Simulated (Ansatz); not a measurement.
Kick test of a cell of Be3S5

The structure comes from a proposed guess, relaxed at this level; another structure or a mixture of phases may lie lower.

These are results of DFT PBE, scalar-relativistic, plane waves, PAW in Ansatz, not measurements. Cutoff 420 eV; k points 14×14×14 on the computed 8-atom cell (Γ-centred); Gaussian smearing, width 0.02 eV; no spin polarisation.

The cell below (8 atoms, space group I-4m2 (No. 119)) is relaxed within its symmetry.

```
CELL_PARAMETERS angstrom
-1.79010 1.79010 10.84882
1.79010 -1.79010 10.84882
1.79010 1.79010 -10.84882
ATOMIC_POSITIONS crystal
Be 0.30641 0.30641 0.00000
Be 0.69359 0.69359 0.00000
Be 0.00000 0.00000 0.00000
S 0.44985 0.94985 0.50000
S 0.35515 0.85515 0.50000
S 0.75000 0.25000 0.50000
S 0.05015 0.55015 0.50000
S 0.14485 0.64485 0.50000
```

For the test it was strained at random (σ = 1.5 % a component), the atoms were moved at random (σ = 0.05 Å), and all was relaxed again on a coarse 4×4×4 mesh (in the run’s order of axes) with 0.10 eV smearing, with no symmetry imposed.

Task: Is the structure stable against such a distortion?

Result: It doesn't return. The energy falls by 37 meV/atom on that mesh, the volume changes by -3.9 %, and the end has space group P1 (No. 1) at a loose tolerance. Relaxed again on an 8×8×4 mesh with 0.02 eV smearing, the new structure lies 34 meV/atom below the first (mesh in the axes of the run's cell; the cell below is made exact in the group named). Space group P1 (No. 1), triclinic, a = 3.537 Å, b = 3.549 Å, c = 10.913 Å, α = 81.7°, β = 80.7°, γ = 88.4°. Around Be on its first site lie 4 S at 2.08–2.17 Å; Be on its second site is surrounded by 4 S at 2.08–2.16 Å; around Be on its third site lie 4 S at 2.08–2.16 Å; S on its first site is surrounded by 2 Be at 2.08–2.14 Å and 1 S at 2.10 Å; 4 more sites not described.

```cif
data_structure
_symmetry_space_group_name_H-M 'P1'
_symmetry_Int_Tables_number 1
_cell_length_a 3.5372
_cell_length_b 3.5491
_cell_length_c 10.9127
_cell_angle_alpha 81.672
_cell_angle_beta 80.683
_cell_angle_gamma 88.361
_cell_volume 133.76
loop_
_atom_site_label
_atom_site_type_symbol
_atom_site_symmetry_multiplicity
_atom_site_Wyckoff_symbol
_atom_site_fract_x
_atom_site_fract_y
_atom_site_fract_z
_atom_site_occupancy
Be1 Be 1 a 0.34940 0.30618 0.38464 1
Be2 Be 1 a 0.70999 0.72284 0.61427 1
Be3 Be 1 a 0.94388 0.06470 0.99997 1
S1 S 1 a 0.81736 0.51174 0.10346 1
S2 S 1 a 0.89516 0.25074 0.28322 1
S3 S 1 a 0.26861 0.75345 0.49919 1
S4 S 1 a 0.50811 0.97037 0.90014 1
S5 S 1 a 0.75747 0.16998 0.71510 1
```
